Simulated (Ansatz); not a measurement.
Consider the following.

Li:
```yaml
crystal:
  lattice:
    - [0.00000, 2.11680, 2.11680]
    - [2.11680, 0.00000, 2.11680]
    - [2.11680, 2.11680, 0.00000]
  atoms:
    - { symbol: Li, position: [0.00000, 0.00000, 0.00000] }
```

This is the LDA-relaxed structure.

**Question.** All from plane-wave PAW LDA (Ansatz code), unless another level is named. Give the Hill bulk and shear moduli.

**Answer.** 14.9 and 5.7 GPa.

**Question.** What about the zero-point energy?

**Answer.** 42.2 meV/atom.

**Question.** Predict the vibrational entropy at 300 K.

**Answer.** 26.0 J/(K·mol of atoms).

Space group Fm-3m (fcc (Cu type)). The first step of the workflow began from a Materials Project structure, measured or hypothetical; the Crystallography Open Database files this formula in space group No. 225, but the cells were not matched. It is not the phase usual at ambient conditions (space group No. 229). The LDA relaxation kept the symmetry of its start; phonons on a q-mesh show no instability. As this level gives no gap, shear constants depend on the k-mesh and smearing (Fermi–Dirac, 0.1 eV here).

Potentials: the later of the program's two PAW sets.
